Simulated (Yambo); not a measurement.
Yambo run on AlAs (zinc blende, space group F-43m, No. 216) under isotropic strain of -3 % on all lattice vectors. The wavefunctions come from this Quantum ESPRESSO step (PBE, PseudoDojo stringent norm-conserving files, scalar-relativistic):

```
&CONTROL
  calculation = 'nscf'
  pseudo_dir = './pseudo'
  outdir = './out'
/
&SYSTEM
  ibrav = 0
  nat = 2
  ntyp = 2
  ecutwfc = 104.0
  ecutrho = 416.0
  occupations = 'fixed'
  force_symmorphic = .true.
  nbnd = 203
/
&ELECTRONS
  conv_thr = 2e-09
  diago_full_acc = .true.
  diago_thr_init = 1e-08
/
ATOMIC_SPECIES
Al 26.9815 Al.upf
As 74.9216 As.upf
CELL_PARAMETERS angstrom
  0.000000000000   2.752327944122   2.752327944122
  2.752327944122   0.000000000000   2.752327944122
  2.752327944122   2.752327944122   0.000000000000
ATOMIC_POSITIONS crystal
Al   0.000000000000   0.000000000000   0.000000000000
As   0.250000000000   0.250000000000   0.250000000000
K_POINTS automatic
4 4 4 0 0 0
```

Yambo input:

```
rim_cut
gw0
dyson
el_el_corr
HF_and_locXC
ppa
em1d
RandQpts= 1000000
RandGvec= 1 Ry
EXXRLvcs= 104 Ry
VXCRLvcs= 416 Ry
Chimod= "HARTREE"
% BndsRnXp
 5 | 202 |
%
NGsBlkXp= 15 Ry
% LongDrXp
 1.0 | 1.0 | 1.0 |
%
PPAPntXp= 27.2114 eV
% GbndRnge
 1 | 202 |
%
GTermKind= "BG"
DysSolver= "n"
ExtendOut
% QPkrange
 1 | 1 | 13 | 14 |
 3 | 3 | 13 | 14 |
 7 | 7 | 13 | 14 |
%
```

k points by index: 1 = Γ, 3 = L, 7 = X.

Resulting energies as the program prints them:

```
#    K-point    Band    Eo [eV]    E [eV]    E-Eo [eV]    Vxc [eV]    Vnlxc [eV]    Sc|Eo [eV]    Sc|E [eV]    dSc/dw|Eo [eV]    Re(Z)    Im(Z)
#
    1    13    0.000000    -0.787906    -0.787906    -13.31990    -15.27997    0.965348    1.172169    -7.142041    0.792099    -0.001420
    1    14    2.728513    2.812753    0.084240    -12.11724    -7.757630    -4.254187    -4.275373    -6.833488    0.799278    -0.001401
    3    13    -0.884459    -1.741515    -0.857056    -12.76201    -15.07596    1.225386    1.456890    -7.349364    0.787347    -0.001480
    3    14    2.465464    2.501791    0.036327    -10.57210    -6.474553    -4.052156    -4.061216    -6.764331    0.800904    -0.001404
    7    13    -2.366141    -3.316458    -0.950318    -11.84560    -14.75069    1.685026    1.954779    -7.723053    0.778924    -0.001611
    7    14    1.282213    1.172373    -0.109839    -8.724068    -5.080274    -3.779686    -3.753633    -6.460883    0.808122    -0.001391
```
(The two width columns are left out.) Convergence of these settings isn't established.

Spin-orbit coupling is not included.

Geometry strained from the cell relaxed with PBEsol, atoms relaxed again.
